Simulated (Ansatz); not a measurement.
In:
Space group I4/mmm (No. 139); a = 3.3324 Å, b = 3.3324 Å, c = 4.4324 Å, α = 90.00°, β = 90.00°, γ = 90.00°

| atom | site | symmetry | x | y | z |
|---|---|---|---|---|---|
| In | 2a | 4/mmm | 0.0000 | 0.0000 | 0.0000 |
(The calculation used a cell of 1 atom; values per cell refer to that cell.)

Relaxed with LDA.

Which orbitals make up the states near the Fermi level in LDA (plane waves, PAW; program Ansatz)?

Within 0.5 eV of the Fermi level: In 5p 66 %, In 5s 31 %. Projections are on Löwdin-orthogonalised atomic valence shells; empty p or d shells of many metals are not among them.

Tabulate the density of states.

States/eV per cell of 1 atom, in 0.25 eV bins, energy from the Fermi level.

| E (eV) | total | In 5p | In 5s | In 4d |
|---|---|---|---|---|
| -7.85 | 0.21 | 0.11 | 0.10 | 0.00 |
| -7.60 | 0.22 | 0.12 | 0.10 | 0.00 |
| -7.35 | 0.23 | 0.12 | 0.10 | 0.00 |
| -7.10 | 0.24 | 0.13 | 0.11 | 0.00 |
| -6.85 | 0.25 | 0.14 | 0.11 | 0.00 |
| -6.60 | 0.26 | 0.14 | 0.12 | 0.00 |
| -6.35 | 0.27 | 0.15 | 0.12 | 0.00 |
| -6.10 | 0.28 | 0.15 | 0.13 | 0.00 |
| -5.85 | 0.29 | 0.15 | 0.13 | 0.00 |
| -5.60 | 0.30 | 0.16 | 0.14 | 0.00 |
| -5.35 | 0.32 | 0.16 | 0.15 | 0.00 |
| -5.10 | 0.33 | 0.16 | 0.16 | 0.00 |
| -4.85 | 0.34 | 0.16 | 0.17 | 0.00 |
| -4.60 | 0.37 | 0.16 | 0.20 | 0.01 |
| -4.35 | 0.39 | 0.16 | 0.23 | 0.01 |
| -4.10 | 0.37 | 0.15 | 0.21 | 0.01 |
| -3.85 | 0.35 | 0.14 | 0.20 | 0.00 |
| -3.60 | 0.33 | 0.13 | 0.19 | 0.00 |
| -3.35 | 0.35 | 0.16 | 0.18 | 0.00 |
| -3.10 | 0.36 | 0.18 | 0.18 | 0.00 |
| -2.85 | 0.37 | 0.19 | 0.17 | 0.00 |
| -2.60 | 0.38 | 0.20 | 0.17 | 0.00 |
| -2.35 | 0.38 | 0.20 | 0.18 | 0.00 |
| -2.10 | 0.35 | 0.20 | 0.14 | 0.00 |
| -1.85 | 0.34 | 0.23 | 0.11 | 0.00 |
| -1.60 | 0.36 | 0.25 | 0.10 | 0.00 |
| -1.35 | 0.40 | 0.30 | 0.09 | 0.00 |
| -1.10 | 0.47 | 0.34 | 0.12 | 0.00 |
| -0.85 | 0.49 | 0.35 | 0.13 | 0.00 |
| -0.60 | 0.46 | 0.32 | 0.13 | 0.00 |
| -0.35 | 0.43 | 0.28 | 0.14 | 0.00 |
| -0.10 | 0.42 | 0.27 | 0.14 | 0.00 |
| 0.15 | 0.43 | 0.29 | 0.13 | 0.00 |
| 0.40 | 0.45 | 0.31 | 0.13 | 0.00 |
| 0.65 | 0.48 | 0.33 | 0.13 | 0.00 |
| 0.90 | 0.47 | 0.33 | 0.13 | 0.00 |
| 1.15 | 0.47 | 0.33 | 0.12 | 0.00 |
| 1.40 | 0.47 | 0.34 | 0.12 | 0.00 |
| 1.65 | 0.48 | 0.34 | 0.11 | 0.00 |
| 1.90 | 0.50 | 0.37 | 0.11 | 0.00 |
| 2.15 | 0.51 | 0.38 | 0.11 | 0.00 |
| 2.40 | 0.52 | 0.39 | 0.10 | 0.00 |
| 2.65 | 0.53 | 0.41 | 0.10 | 0.00 |
| 2.90 | 0.55 | 0.43 | 0.09 | 0.00 |
| 3.15 | 0.56 | 0.44 | 0.09 | 0.00 |
| 3.40 | 0.59 | 0.47 | 0.08 | 0.00 |
| 3.65 | 0.62 | 0.50 | 0.08 | 0.00 |
| 3.90 | 0.62 | 0.50 | 0.07 | 0.00 |
| 4.15 | 0.63 | 0.52 | 0.07 | 0.00 |
| 4.40 | 0.65 | 0.54 | 0.07 | 0.00 |
| 4.65 | 0.67 | 0.56 | 0.06 | 0.00 |

Its axis ratio c/a = 1.33 departs by over 6 % from that of the usual cell of this phase: another minimum, or an error of the functional. Symmetry was held in the LDA relaxation; its stability against distortions is not shown here. Axis ratios of metals converge slowly with the k-mesh, so a and c are less sure than the volume. Scalar-relativistic: spin–orbit coupling is off unless named, which matters more the heavier the elements.

Potentials: the earlier of the program's two PAW sets. The files were generated under PBE; for other functionals the program regenerates the frozen cores, and for LDA and PBEsol the local potential too.
